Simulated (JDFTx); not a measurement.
AlRu(111) slab cut from bulk AlRu (space group Pm-3m, indices of the conventional cell, lattice of the Materials Project entry mp-542569, not re-optimised): 11 atoms in 11 planes, a 1x1 cell of 15.41 Å² (|a| = 4.218, |b| = 4.218 Å), 8.5 Å between the outermost planes, Al outermost, slab composition Al6Ru5, cell height 24.6 Å, 6×6×1 k mesh, Fermi smearing 0.01 Ha, no spin polarisation. Whether this polymorph is the ambient one wasn't checked.

Profiles through the double layer of this slab, charged, in CANDLE, water, 1 M KF; PBE, GBRV ultrasoft potentials, plane waves to 20/100 Ha, a modified build of JDFTx. z is the height above the outermost atoms, φ the plane-averaged electrostatic potential energy of an electron (zero in the bulk liquid), ρ_b the bound charge of solvent and ions, s the cavity shape function (0 in the solid, 1 in the liquid).

| z (Å) | n (e/Å³) | s | φ (eV) | ρ_b (10⁻³ e/Å³) |
|---|---|---|---|---|
| 0.98 | 0.0560 | 0.00 | -1.524 | -0.13 |
| 1.44 | 0.0216 | 0.00 | -0.662 | -2.04 |
| 1.89 | 0.0070 | 0.02 | -0.126 | -4.02 |
| 2.35 | 0.0021 | 0.17 | -0.032 | 0.06 |
| 2.80 | 0.0006 | 0.44 | -0.020 | 0.47 |
| 3.26 | 0.0002 | 0.73 | -0.015 | 0.16 |
| 3.71 | 0.0001 | 0.94 | -0.013 | 0.04 |
| 4.17 | 0.0000 | 1.00 | -0.011 | 0.01 |
| 4.63 | 0.0000 | 1.00 | -0.009 | 0.00 |
| 5.08 | 0.0000 | 1.00 | -0.008 | 0.00 |
| 5.54 | 0.0000 | 1.00 | -0.007 | 0.00 |
| 5.99 | 0.0000 | 1.00 | -0.006 | 0.00 |
| 6.45 | 0.0000 | 1.00 | -0.005 | 0.00 |
| 6.90 | 0.0000 | 1.00 | -0.004 | 0.00 |
| 7.36 | 0.0000 | 1.00 | -0.004 | 0.00 |
| 7.81 | 0.0000 | 1.00 | -0.003 | 0.00 |

Question: Is the electrode positively or negatively charged, and roughly by how much?

Answer: Positively: σ = 4.0 μC/cm² per face. The liquid's bound charge is of the opposite sign overall, and far from the surface φ decays with the screening length (3.0 Å).
